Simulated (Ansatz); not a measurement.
The calculation used DFT PBE, scalar-relativistic, plane waves, PAW (Ansatz 0.2.0). All cells share a 420 eV cutoff and Γ-centred k meshes spaced at most about 0.3 Å⁻¹ (about 0.25 or finer for metals, 2π included). No spin polarisation in the final relaxations.

All energies are static (0 K, no zero-point motion).

Two relaxed structures of TaMo2Au2:

A.

```xyz
5
Lattice="-1.9152 1.9152 6.3737 1.9152 -1.9152 6.3737 1.9152 1.9152 -6.3737" Properties=species:S:1:pos:R:3 pbc="T T T"
Ta    0.0000    0.0000    0.0000
Mo    0.0000    0.0000    7.4897
Mo    0.0000    0.0000    5.2577
Au    0.0000    1.9152    3.1868
Au    1.9152    0.0000    3.1868
```

B.

```xyz
5
Lattice="2.9898 0.0000 0.0000 -1.4949 2.5893 0.0000 0.0000 0.0000 11.2847" Properties=species:S:1:pos:R:3 pbc="T T T"
Ta    0.0000    0.0000    0.0000
Mo    1.4949    0.8631    4.7260
Mo    0.0000    1.7262    6.5587
Au    1.4949    0.8631    8.9399
Au    0.0000    1.7262    2.3448
```

Problem. Which would you expect to be lower, and how large is the difference?

Solution. B is lower, by 260 meV/atom. A has space group I4/mmm (No. 139), 18.7 Å³/atom and no gap on its mesh; B has space group P-3m1 (No. 164), 17.5 Å³/atom and no gap. Counting all near atoms (those within 1.25 times the shortest distance at each site; a plus sign parts nearer from farther groups), A has Ta 8, Mo 1, Au 8 and B has Ta 12, Mo 3+9, Au 12. The denser one is the lower, and pressure would at first widen the difference. Even the lower one lies +0.22 eV/atom against the reference forms of the elements (uncorrected), so neither is stable at this level. In A, around Ta lie 8 Mo at 2.93 Å; Mo has 1 Mo at 2.23 Å, 4 Au at 2.82 Å and 4 Ta at 2.93 Å; Au has 4 Au at 2.71 Å and 4 Mo at 2.82 Å. In B, around Ta lie 6 Au at 2.91 Å and 6 Ta at 2.99 Å; Mo is surrounded by 3 Mo at 2.52 Å, 3 Au at 2.94 Å and 6 Mo at 2.99 Å; Au has 3 Ta at 2.91 Å, 3 Mo at 2.94 Å and 6 Au at 2.99 Å. Both come from invented guesses.

Spin–orbit coupling, which can matter for Au and Ta, is left out. Cells relaxed within their symmetry can be saddle points.
